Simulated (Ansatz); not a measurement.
**Tl₄Zn: relaxation (Ansatz)**

The command:

```bash
ansatz run input.yaml --threads 2 --pin off --max-ram 3584MiB --backend cpu --events-out ev --progress --plain --runs-dir out
```

input.yaml:

```yaml
crystal:
  lattice:
    - [0.0, 4.796236, 0.0]
    - [4.796236, 0.0, 0.0]
    - [2.398118, 2.398118, -5.785809]
  atoms:
    - { symbol: Zn, position: [0.0, 0.0, 0.0] }
    - { symbol: Tl, position: [0.75, 0.25, 0.5] }
    - { symbol: Tl, position: [0.25, 0.75, 0.5] }
    - { symbol: Tl, position: [0.38299, 0.38299, 0.23402] }
    - { symbol: Tl, position: [0.61701, 0.61701, 0.76598] }
  symmetry: { tolerance: 0.0003 }
kpoints:
  mp_grid: { grid: [7, 7, 7], shift: [0, 0, 0] }
magnetization:
  spin_polarized: false
scf:
  occupations: { method: fermi_dirac }
  lower_state_search: "off"
hamiltonian:
  pseudopotentials: { kind: paw }
  xc: pbe
basis:
  ecutwfc: 420
  fft_grid_basis: typed
relax:
  max_steps: 60
  cell: { p_target: 0.0 }
output:
  forces: true
  stress: true
  eigenvalues: true
  bader: true
  populations: true
  elf: true
  write_potential: true
  volumetric_format: npy
  dos:
    e_range: [-12, 8]
    de: 0.05
    projected: { site_lists: { Tl: [Tl], Zn: [Zn] } }
checkpoint:
  read: saved_state
```

Origin of the cell: a known structure type with other elements, at an estimated volume, so it need not be a known compound.

The smearing width isn't typed, so it takes its default of 0.1 eV.

The saved state is a converged single point of the same cell.

Excerpt of the output:

```
SCF iter   1: F=—  HF=-49092.725032 eV  Δρ=6.67e-4  dr2=7.64e-4
SCF iter   2: F=—  HF=-49092.725068 eV  Δρ=4.43e-4  dr2=4.18e-4
SCF iter   3: F=—  HF=-49092.725105 eV  Δρ=2.05e-4  dr2=6.08e-5
SCF iter   4: F=—  HF=-49092.725093 eV  Δρ=1.01e-4  dr2=2.34e-5
SCF iter   5: F=—  HF=-49092.725092 eV  Δρ=2.71e-5  dr2=3.55e-6
SCF iter   6: F=—  HF=-49092.725092 eV  Δρ=1.05e-5  dr2=4.03e-7
SCF iter   7: F=-49092.725092 eV  HF=-49092.725092 eV  Δρ=3.14e-6  dr2=2.86e-8
relax step   1: F+E_penalty+E_count = -49092.725092 eV  Δ(F+E_penalty+E_count) = +0.000e0 eV  max|allowed force component| = 8.589e-1 eV/Å  Δτ_max = 0.0000 Å  P = +12.189 GPa  Ω = 133.096 Å³ […]
relax step   2: F+E_penalty+E_count = -49093.654058 eV  Δ(F+E_penalty+E_count) = -9.290e-1 eV  max|allowed force component| = 4.886e-1 eV/Å  Δτ_max = 0.0657 Å  P = +4.690 GPa  Ω = 151.331 Å³ […]
relax step   3: F+E_penalty+E_count = -49093.947006 eV  Δ(F+E_penalty+E_count) = -2.929e-1 eV  max|allowed force component| = 1.175e-2 eV/Å  Δτ_max = 0.0156 Å  P = +1.719 GPa  Ω = 164.569 Å³ […]
relax step   4: F+E_penalty+E_count = -49094.011888 eV  Δ(F+E_penalty+E_count) = -6.488e-2 eV  max|allowed force component| = 2.830e-2 eV/Å  Δτ_max = 0.0132 Å  P = +0.286 GPa  Ω = 173.191 Å³ […]
relax step   5: F+E_penalty+E_count = -49094.018761 eV  Δ(F+E_penalty+E_count) = -6.873e-3 eV  max|allowed force component| = 4.688e-3 eV/Å  Δτ_max = 0.0082 Å  P = -0.112 GPa  Ω = 175.358 Å³ […]
relax step   6: F+E_penalty+E_count = -49094.023313 eV  Δ(F+E_penalty+E_count) = -4.552e-3 eV  max|allowed force component| = 1.509e-2 eV/Å  Δτ_max = 0.0113 Å  P = -0.270 GPa  Ω = 175.364 Å³ […]
relax step   7: F+E_penalty+E_count = -49094.035941 eV  Δ(F+E_penalty+E_count) = -1.263e-2 eV  max|allowed force component| = 2.903e-2 eV/Å  Δτ_max = 0.0470 Å  P = -0.699 GPa  Ω = 172.293 Å³ […]
relax step   8: F+E_penalty+E_count = -49094.045109 eV  Δ(F+E_penalty+E_count) = -9.168e-3 eV  max|allowed force component| = 3.226e-2 eV/Å  Δτ_max = 0.0175 Å  P = -0.552 GPa  Ω = 168.614 Å³ […]
relax step   9: F+E_penalty+E_count = -49094.048425 eV  Δ(F+E_penalty+E_count) = -3.316e-3 eV  max|allowed force component| = 1.729e-1 eV/Å  Δτ_max = 0.0237 Å  P = +0.247 GPa  Ω = 163.343 Å³ […]
relax step  10: F+E_penalty+E_count = -49094.052295 eV  Δ(F+E_penalty+E_count) = -3.870e-3 eV  max|allowed force component| = 6.556e-3 eV/Å  Δτ_max = 0.0126 Å  P = +0.004 GPa  Ω = 164.353 Å³ […]
relax step  11: F+E_penalty+E_count = -49094.052210 eV  Δ(F+E_penalty+E_count) = +8.451e-5 eV  max|allowed force component| = 3.195e-3 eV/Å  Δτ_max = 0.0027 Å  P = +0.010 GPa  Ω = 164.775 Å³ […]
relax step  12: F+E_penalty+E_count = -49094.133502 eV  Δ(F+E_penalty+E_count) = -8.129e-2 eV  max|allowed force component| = 2.047e-3 eV/Å  Δτ_max = 0.0000 Å  P = +0.829 GPa  Ω = 164.775 Å³  stress off target by 2.19e0 GPa […]
relax step  13: F+E_penalty+E_count = -49094.227737 eV  Δ(F+E_penalty+E_count) = -9.423e-2 eV  max|allowed force component| = 1.649e-2 eV/Å  Δτ_max = 0.0363 Å  P = +0.946 GPa  Ω = 162.044 Å³ […]
relax step  14: F+E_penalty+E_count = -49094.319203 eV  Δ(F+E_penalty+E_count) = -9.147e-2 eV  max|allowed force component| = 7.057e-3 eV/Å  Δτ_max = 0.0260 Å  P = +0.522 GPa  Ω = 163.322 Å³ […]
relax step  15: F+E_penalty+E_count = -49094.395183 eV  Δ(F+E_penalty+E_count) = -7.598e-2 eV  max|allowed force component| = 3.010e-7 eV/Å  Δτ_max = 0.0281 Å  P = +0.360 GPa  Ω = 162.960 Å³ […]
relax step  16: F+E_penalty+E_count = -49094.435802 eV  Δ(F+E_penalty+E_count) = -4.062e-2 eV  max|allowed force component| = 2.981e-2 eV/Å  Δτ_max = 0.0172 Å  P = -0.095 GPa  Ω = 165.092 Å³ […]
relax step  17: F+E_penalty+E_count = -49094.435961 eV  Δ(F+E_penalty+E_count) = -1.596e-4 eV  max|allowed force component| = 6.105e-2 eV/Å  Δτ_max = 0.0322 Å  P = +0.330 GPa  Ω = 160.548 Å³ […]
relax step  18: F+E_penalty+E_count = -49094.443221 eV  Δ(F+E_penalty+E_count) = -7.419e-3 eV  max|allowed force component| = 3.232e-3 eV/Å  Δτ_max = 0.0125 Å  P = -0.086 GPa  Ω = 164.289 Å³ […]
relax step  19: F+E_penalty+E_count = -49094.444022 eV  Δ(F+E_penalty+E_count) = -8.014e-4 eV  max|allowed force component| = 1.105e-3 eV/Å  Δτ_max = 0.0027 Å  P = +0.001 GPa  Ω = 163.465 Å³ […]
relax step  20: F+E_penalty+E_count = -49094.460236 eV  Δ(F+E_penalty+E_count) = -1.621e-2 eV  max|allowed force component| = 4.293e-4 eV/Å  Δτ_max = 0.0000 Å  P = +0.201 GPa  Ω = 163.465 Å³  stress off target by 6.15e-1 GPa […]
relax step  21: F+E_penalty+E_count = -49094.465690 eV  Δ(F+E_penalty+E_count) = -5.455e-3 eV  max|allowed force component| = 7.675e-3 eV/Å  Δτ_max = 0.0047 Å  P = +0.106 GPa  Ω = 164.176 Å³ […]
relax step  22: F+E_penalty+E_count = -49094.467395 eV  Δ(F+E_penalty+E_count) = -1.705e-3 eV  max|allowed force component| = 8.727e-3 eV/Å  Δτ_max = 0.0071 Å  P = -0.019 GPa  Ω = 165.216 Å³ […]
relax step  23: F+E_penalty+E_count = -49094.467132 eV  Δ(F+E_penalty+E_count) = +2.630e-4 eV  max|allowed force component| = 4.061e-2 eV/Å  Δτ_max = 0.0058 Å  P = -0.003 GPa  Ω = 165.101 Å³ […]
relax step  24: F+E_penalty+E_count = -49094.467547 eV  Δ(F+E_penalty+E_count) = -1.521e-4 eV  max|allowed force component| = 2.689e-3 eV/Å  Δτ_max = 0.0001 Å  P = +0.008 GPa  Ω = 165.009 Å³ […]
relax step  25: F+E_penalty+E_count = -49094.467916 eV  Δ(F+E_penalty+E_count) = -3.689e-4 eV  max|allowed force component| = 2.701e-3 eV/Å  Δτ_max = 0.0000 Å  P = +0.006 GPa  Ω = 165.009 Å³  stress off target by 1.48e-2 GPa […]
SCF 25 converged in 7 iterations: F = -49094.467916 eV  dr2 = 4.26e-11
basis re-selected at this cell: Δ(F+E_penalty+E_count) = -3.689e-4 eV, ΔP = -0.001 GPa vs the last step (what re-selecting the basis moved, of the pressure what is left beyond the Pulay corre […]
SCF converged after 7 iterations
Free energy (F): -49094.467916 eV
Harris-Foulkes:  -49094.467916 eV  (|F-HF|=2.91e-11)
Internal energy: -49094.378869 eV  (E = F + TS)
E sigma→0 (E₀):  -49094.423393 eV
Entropy (-TS):   -0.089047 eV (-17.809 meV/atom)
Fermi energy:    7.482225 eV
--- Per-component energies (eV) ---
  E_band       = -105.778295
  E_kinetic    = 1461.448705
  E_local      = -6047.594737  (includes V_loc(G=0)·N_el)
  E_nonlocal   = 1881.417072
  E_hartree    = 2350.405828
  E_xc         = -1056.904938
  E_vxc        = -615.870860  (∫ρ·V_xc dr)
  E_paw        = -42483.215352  (= ΣΔE_a)
  E_vpaw       = -1485.990088  (= ΣTr[D̂ρ^β])
  E_aug_tail   = -0.000233  (compensation charges beyond the density's cutoff)
  E_ewald      = -5199.935215
  E_smearing   = -0.089047  (= −TS)
  Σ components = -49094.467916   (vs F -49094.467916, Δ=0.00e0)
--- Forces (eV/Å), atoms counted from 1 ---
  atom   1  Zn    -0.000000     0.000000     0.000000
  atom   2  Tl    -0.000000     0.000000     0.000000
  atom   3  Tl     0.000000     0.000000    -0.000000
  atom   4  Tl     0.000000     0.000000    -0.002701
  atom   5  Tl    -0.000000     0.000000     0.002701
  max |Σ_I F_I| component: 4.34e-19 eV/Å
--- Stress (GPa, compression-positive) ---
        0.001945       0.000000      -0.000000
        0.000000       0.001945       0.000000
       -0.000000       0.000000       0.014810
  P = ⅓ Tr σ = 0.0062 GPa (0.062 kbar)
--- Relaxed structure (22 steps of the walk, 20 accepted, 3 SCFs on fresh bases) ---
  F+E_penalty+E_count = -49094.467916 eV   max|allowed force component| = 2.701e-3 eV/Å   (the final SCF, on the basis selected at the relaxed cell)
  cell:  # Å, volume = 165.0092 Å³
    - [0.0, 4.392988, 0.0]
    - [4.392988, 0.0, 0.0]
    - [2.196494, 2.196494, -8.550434]
  atoms:
    - { symbol: Zn, position: [1.798e-19, 1.798e-19, -3.597e-19] }
    - { symbol: Tl, position: [0.750000, 0.250000, 0.5] }
    - { symbol: Tl, position: [0.250000, 0.750000, 0.5] }
    - { symbol: Tl, position: [0.408108, 0.408108, 0.183784] }
    - { symbol: Tl, position: [0.591892, 0.591892, 0.816216] }
--- Löwdin populations: 5 sites ---
  site symbol       q [e]
     0     Zn     11.2512
     1     Tl     13.0151
     2     Tl     13.0151
     3     Tl     13.2890
     4     Tl     13.2890
  spilling = 0.002199 (of n_electrons = 64.000000)
--- Bader charges: 5 sites ---
  site symbol  charge [e]  shift [e]
     0     Zn     -0.0589     0.0000
     1     Tl     -0.0092     0.0000
     2     Tl     -0.0092     0.0000
     3     Tl      0.0386     0.0000
     4     Tl      0.0386     0.0000
  estimated error of the sums over rays = 2.1e-4 e
```

Before:

Space group I4/mmm (No. 139); the run's cell has a = 4.796 Å, b = 4.796 Å, c = 6.707 Å, α = 69.05°, β = 69.05°, γ = 90.00°. Shortest distances: Tl–Tl 2.71 Å.

After:

Space group I4/mmm (No. 139); the run's cell has a = 4.393 Å, b = 4.393 Å, c = 9.097 Å, α = 76.03°, β = 76.03°, γ = 90.00°. Shortest distances: Tl–Tl 3.11 Å, Tl–Zn 3.48 Å.

```yaml
Free_energy_lowered_by: 348.6 meV/atom
Volume_change: 23.98 %
Final_pressure: 0.01 GPa
Relaxation_steps_listed: 25
Formation_energy_elements_under_the_same_functional_gases_as_molecules_uncorrected: 0.242 eV/atom
Gap_on_the_mesh: none (metal)
```

Caveats: no dispersion correction, so spacings can come out too large where layers or molecules are weakly bound; no spin-orbit coupling, though heavy elements are present; the relaxation held the start's symmetry, so the end may be a saddle point.

The run took 3.9 min on 2 threads of Arm Neoverse V1, on a shared host, peak memory 0.55 GiB, from a saved density.
